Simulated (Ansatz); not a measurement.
VSi$_{2}$:
```cif
data_Si6V3
_chemical_formula_sum 'V3 Si6'
_space_group_name_H-M_alt 'P 1'
_space_group_IT_number 1
_cell_length_a 4.52222
_cell_length_b 4.52222
_cell_length_c 6.32164
_cell_angle_alpha 90.000
_cell_angle_beta 90.000
_cell_angle_gamma 120.000
loop_
_space_group_symop_operation_xyz
  'x, y, z'
loop_
_atom_site_label
_atom_site_type_symbol
_atom_site_fract_x
_atom_site_fract_y
_atom_site_fract_z
_atom_site_occupancy
V1 V 0.00000 0.50000 0.16667 1
V2 V 0.50000 0.00000 0.50000 1
V3 V 0.50000 0.50000 0.83333 1
Si1 Si 0.83688 0.67377 0.50000 1
Si2 Si 0.16312 0.83688 0.83333 1
Si3 Si 0.32623 0.16312 0.16667 1
Si4 Si 0.16312 0.32623 0.50000 1
Si5 Si 0.83688 0.16312 0.83333 1
Si6 Si 0.67377 0.83688 0.16667 1
```

Relaxed with PBEsol.

### Question
Which orbitals make up the states near the Fermi level in PBEsol in the plane-wave PAW code Ansatz?

### Answer
Within 0.5 eV of the Fermi level: V 3d 82 %, Si 3p 11 %. Projections are on Löwdin-orthogonalised atomic valence shells; empty p or d shells of many metals are not among them.

### Question
Tabulate the density of states.

### Answer
States/eV per cell of 9 atoms, in 0.25 eV bins, energy from the Fermi level.

```csv
E (eV),total,V 3d,Si 3p,Si 3s
-7.85,1.94,0.21,0.85,0.80
-7.60,2.15,0.25,0.89,0.91
-7.35,2.05,0.27,0.76,0.91
-7.10,2.81,0.35,1.05,1.25
-6.85,2.47,0.31,1.00,1.03
-6.60,1.87,0.27,0.80,0.69
-6.35,1.71,0.26,0.86,0.50
-6.10,1.76,0.24,1.06,0.35
-5.85,2.20,0.29,1.49,0.28
-5.60,3.57,0.49,2.52,0.37
-5.35,2.83,0.46,1.86,0.36
-5.10,3.87,0.65,2.52,0.51
-4.85,3.08,0.58,1.93,0.41
-4.60,2.46,0.44,1.57,0.29
-4.35,3.27,0.68,2.05,0.36
-4.10,3.53,0.78,2.17,0.39
-3.85,2.20,0.48,1.29,0.29
-3.60,2.78,0.66,1.55,0.37
-3.35,3.29,0.88,1.71,0.48
-3.10,3.94,1.20,1.90,0.58
-2.85,4.90,1.52,2.55,0.54
-2.60,5.99,2.28,2.87,0.51
-2.35,7.19,2.93,3.43,0.44
-2.10,7.76,3.52,3.53,0.33
-1.85,12.05,6.61,4.55,0.33
-1.60,9.53,6.00,2.90,0.25
-1.35,5.46,3.54,1.50,0.20
-1.10,4.60,3.11,1.11,0.18
-0.85,4.31,3.13,0.85,0.14
-0.60,2.84,2.15,0.49,0.08
-0.35,2.66,2.10,0.38,0.07
-0.10,4.50,3.64,0.57,0.08
0.15,5.10,4.22,0.56,0.08
0.40,3.44,2.96,0.24,0.05
0.65,2.70,2.35,0.17,0.05
0.90,0.08,0.06,0.01,0.00
1.15,0.68,0.52,0.12,0.01
1.40,7.63,6.00,0.97,0.41
1.65,8.00,5.99,1.32,0.44
1.90,7.00,4.83,1.33,0.52
2.15,9.10,6.07,1.60,0.97
2.40,8.25,4.98,1.63,0.98
2.65,6.70,3.54,1.40,0.99
2.90,4.11,1.86,1.02,0.43
3.15,7.57,3.08,1.78,1.26
3.40,7.76,2.81,2.08,1.43
3.65,6.40,2.15,2.01,1.03
3.90,5.74,1.69,2.06,0.91
4.15,6.09,1.63,2.29,0.92
4.40,4.50,1.10,1.78,0.52
```

Space group P6_222. Symmetry was held in the PBEsol relaxation. No spin polarisation was allowed.

Potentials: the later of the program's two PAW sets.
